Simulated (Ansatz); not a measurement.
SiBCN:
Space group R3m, hexagonal axes (No. 160); a = 2.830 Å, b = 2.830 Å, c = 13.926 Å, α = 90.00°, β = 90.00°, γ = 120.00°

```
atom  site  symmetry       x       y       z
----  ----  --------  ------  ------  ------
B       3a        3m  0.0000  0.0000  0.9943
N       3a        3m  0.0000  0.0000  0.1187
Si      3a        3m  0.0000  0.0000  0.5042
C       3a        3m  0.0000  0.0000  0.6328
```
(The calculation used a cell of 4 atoms; values per cell refer to that cell.)

Relaxed with PBEsol.

Q: Give the optical modes at the zone centre with their infrared activity from DFPT, DFT-PBEsol in the program Ansatz with PAW potentials.

A: Transverse frequencies, without the LO–TO term; a row sums one degenerate level.

| ω (cm⁻¹) | degeneracy | IR ((D/Å)²/amu) | activity | symmetry |
|---|---|---|---|---|
| 296 | 2 | 3.69 | IR | E |
| 592 | 1 | 20.69 | IR | A1 |
| 747 | 2 | 30.51 | IR | E |
| 787 | 1 | 7.56 | IR | A1 |
| 936 | 2 | 26.72 | IR | E |
| 973 | 1 | 9.59 | IR | A1 |

Q: How high does the top mode go among those that the LO–TO term moves?

A: 1045 cm⁻¹ for q along x, 1045 cm⁻¹ for q along y, 1054 cm⁻¹ for q along z.

The start of the workflow was typed in or built on a structure type; neither database checked (COD, Materials Project) lists it. Whether it is the stable phase at ambient conditions was not checked. Symmetry was held in the PBEsol relaxation; its stability against distortions is not shown here. The volume moved by -19 % from the start of the relaxation.

Potentials: the earlier of the program's two PAW sets. The files were generated under PBE; for other functionals the program regenerates the frozen cores, and for LDA and PBEsol the local potential too.
